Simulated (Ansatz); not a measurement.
# TiO2: gradients before and after relaxing the atoms

Start: a COD entry.

```cif
data_TiO2
_symmetry_space_group_name_H-M 'Pbca'
_symmetry_Int_Tables_number 61
_cell_length_a 5.1450
_cell_length_b 9.1850
_cell_length_c 5.4470
_cell_angle_alpha 90.000
_cell_angle_beta 90.000
_cell_angle_gamma 90.000
loop_
_atom_site_label
_atom_site_type_symbol
_atom_site_symmetry_multiplicity
_atom_site_Wyckoff_symbol
_atom_site_fract_x
_atom_site_fract_y
_atom_site_fract_z
Ti Ti 8 c 0.1270 0.1270 0.8870
O9 O 8 c 0.4650 0.2300 0.8950
O17 O 8 c 0.8200 0.0100 0.8450
```

One atom of each set is listed.

Computed with Ansatz: DFT, PBE, plane waves and PAW, scalar-relativistic, 420 eV cutoff, Γ-centred 5×3×4 k-points, Fermi–Dirac smearing 0.02 eV.

The largest force at the start is 0.82 eV/Å. Relaxing the ions at fixed cell moves them by 0.119 Å at most (atom 1, Ti) and 0.073 Å rms.

```tsv
site	moved (Å)	first shell before	first shell after	V_zz before (10²¹ V/m²)	η before
Ti	0.119	6 O at 1.92–1.99 Å	6 O at 1.86–2.07 Å	1.38	0.19
O9	0.021	3 Ti at 1.96–1.99 Å	3 Ti at 1.92–2.07 Å	2.40	0.73
O17	0.037	3 Ti at 1.92–1.95 Å	3 Ti at 1.86–2.01 Å	2.11	0.47
```

**Question.** What are V_zz and η after the relaxation?

**Answer.** 

```json
{"site": "Ti", "V_zz after": "1.96", "η after": "0.85", "change of V_zz": "–"}
{"site": "O9", "V_zz after": "-2.39", "η after": "0.84", "change of V_zz": "–"}
{"site": "O17", "V_zz after": "1.99", "η after": "0.86", "change of V_zz": "-0.12"}
```

The largest change of V_zz along a kept axis is on O17, from 2.11 to 1.99. The whole tensor moves most on Ti, by 2.11 along its most changed direction. In per cent, |V_zz| changes by -5 on O (all sites that start above 0.5, bar those whose gradient vanishes or changes sign or whose main axis turns by over 40°). Where |V_zz| stays above 0.1 and the axes keep their order, η moves most on O17, from 0.47 to 0.86. On O9, Ti the largest principal value lies along another axis in the second run, so the two V_zz can't be compared directly.

Before: At this cell the PBE pressure is 5 GPa, so with PBE the cell would grow if it were relaxed.
After: At this cell the principal stresses reach 5 GPa in size with PBE, which can matter for small gradients.
